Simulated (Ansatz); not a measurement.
NiRuN2:
Space group R-3m, hexagonal axes (No. 166); a = 2.8164 Å, b = 2.8164 Å, c = 18.3164 Å, α = 90.00°, β = 90.00°, γ = 120.00°

```json
[
 {"atom": "Ru", "site": "3b", "symmetry": "-3m", "x": "0.0000", "y": "0.0000", "z": "0.5000"},
 {"atom": "Ni", "site": "3a", "symmetry": "-3m", "x": "0.0000", "y": "0.0000", "z": "0.0000"},
 {"atom": "N", "site": "6c", "symmetry": "3m", "x": "0.0000", "y": "0.0000", "z": "0.0978"}
]
```
(The calculation used a cell of 4 atoms; values per cell refer to that cell.)

Relaxed at zero pressure with the program Ansatz at the PBE level (PAW).

Task: The volume is raised by 6 % and shape and atoms relax at that volume. What pressure results, and how do the axes share the change?

Result: -9.8 GPa; a 3.0 %, b 3.0 %, c -0.1 %; the energy rises by 20 meV/atom.

Task: Give the new structure.

Result: 
Space group R-3m, hexagonal axes (No. 166); a = b = 2.9012 Å, c = 18.2971 Å, α = β = 90.00°, γ = 120.00°

```
atom  site  symmetry       x       y       z
----  ----  --------  ------  ------  ------
Ru      3b       -3m  0.0000  0.0000  0.5000
Ni      3a       -3m  0.0000  0.0000  0.0000
N       6c        3m  0.0000  0.0000  0.0992
```

The phase is kept; no other phase was compared at this pressure.

The start of the workflow was typed in or built on a structure type; neither database checked (COD, Materials Project) lists it. Whether it is the stable phase at ambient conditions was not checked. The cell was relaxed with PBE under the symmetry of its start; its stability against distortions is not shown here. The workflow began spin-polarised and lost its moments. Its formation energy is positive at this level, so the cell may be metastable or incomplete.

Potentials: the later of the program's two PAW sets.
